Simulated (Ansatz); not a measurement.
Input:

Zr₃Cu₄Si₄:
```
CELL_PARAMETERS angstrom
     -1.96466     3.18342     6.53150
      1.96466    -3.18342     6.53150
      1.96466     3.18342    -6.53150
ATOMIC_POSITIONS crystal
  Zr 0.87467 0.87467 0.00000
  Zr 0.12533 0.12533 0.00000
  Zr 0.50000 0.00000 0.50000
  Si 0.80930 0.50000 0.30930
  Si 0.19070 0.50000 0.69070
  Si 0.28451 0.78451 0.50000
  Si 0.71549 0.21549 0.50000
  Cu 0.52222 0.33045 0.19177
  Cu 0.47778 0.66955 0.80823
  Cu 0.13869 0.33045 0.80823
  Cu 0.86131 0.66955 0.19177
```

This is the r²SCAN-relaxed structure.

All from the program Ansatz at the r²SCAN level (PAW), unless another level is named. Give the electronic character.

metallic (no gap).

Predict the formation energy from the elements (no fitted shifts).

-0.62 eV/atom.

Give the density of states at the Fermi level.

0.45 states/eV per atom (mean over ±0.08 eV).

Space group Immm. The workflow started from a Materials Project entry (that database holds measured and hypothetical structures alike); the Crystallography Open Database copy checked does not list it. Whether it is the stable phase at ambient conditions was not checked. The cell was relaxed with r²SCAN under the symmetry of its start; whether a distortion lowers the energy is not shown. The run is not spin-polarised. The references are the lowest solids computed at this level, not always the standard phases. Spin–orbit coupling is left out wherever it is not named.

Potentials: the later of the program's two PAW sets.
